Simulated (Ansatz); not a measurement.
## Sn: energy along a strain

Sn, I4/mmm, a = 3.182 Å, c = 5.831 Å (as given, not relaxed at this level: -4.1 GPa). This isn't the element's structure at ambient conditions. Ansatz: PBEsol, PAW, 420 eV, Γ-centred 20×20×20 mesh on 1 atom, Gaussian smearing 0.15 eV; no spin polarisation. Cell vectors (Å): -1.591 1.591 2.916; 1.591 -1.591 2.916; 1.591 1.591 -2.916. The cell is strained by x per cent times the pattern (0 0 0 0 0 1) in the order xx yy zz yz xz xy (engineering shears), with fractional coordinates held. y is the free energy over the start, V0 = 29.512 Å³/atom. Symmetry makes y even in x. Points with a strain past 8.5 % were computed too (4) and aren't used here.

```
x (%) y (meV/atom)
-7.50         -0.73
 0.00          0.00
 1.87             ?
 3.75         -0.19
 5.62         -0.40
```

Problem. Fit y = c2 x² + c4 x⁴ to the other rows, get the stiffness along the pattern, and predict the missing energy.

Solution. Least squares on the rows shown. y = −0.01281 x² − 2.387×10⁻⁶ x⁴. The clamped-ion stiffness p·C·p = 2 × -0.1281 eV × 160.2 / 29.512 Å³ = -1.4 GPa, which is C66 in these axes (second derivative at the start, which stands under stress). At x = 1.87 the fit asked for gives -0.04 meV/atom. The run gave -0.05 meV/atom, so the fit is 0.01 meV/atom too high, within twice the rms miss on the fitted rows (0.007 meV/atom).